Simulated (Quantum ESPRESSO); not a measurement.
```xyz
12
Lattice="0.0000 4.7163 7.3628 2.3596 0.0000 7.3628 2.3596 4.7163 0.0000" Properties=species:S:1:pos:R:3 pbc="T T T"
O      1.7697     5.8953     5.5221
O      2.9495     3.5372     5.5221
O      1.7697     3.5372     9.2035
O      2.9495     5.8953     9.2035
O      2.3596     1.7597     7.3628
O      2.3596     7.6728     7.3628
O      1.1798     0.5984     3.6814
O      1.1798     4.1179     3.6814
Si     3.5394     7.0744     8.2939
Si     3.5394     7.0744    13.7945
Si     2.3596     4.7163    10.1131
Si     2.3596     4.7163     4.6125
```

The geometry is that of Materials Project entry mp-555483, symmetrised and not relaxed again.

What does LDA (pw.x of Quantum ESPRESSO, ONCV potentials, without SOC) give for the electronic structure near the Fermi level?

The LDA gap is direct, 5.58 eV at Γ. 

This is not the ordinary phase of the substance; no match was found in the copy of COD used, and its stability was not checked.

Letters of k points follow the standard setting of the lattice, whose axes may be ordered differently from the printed cell.
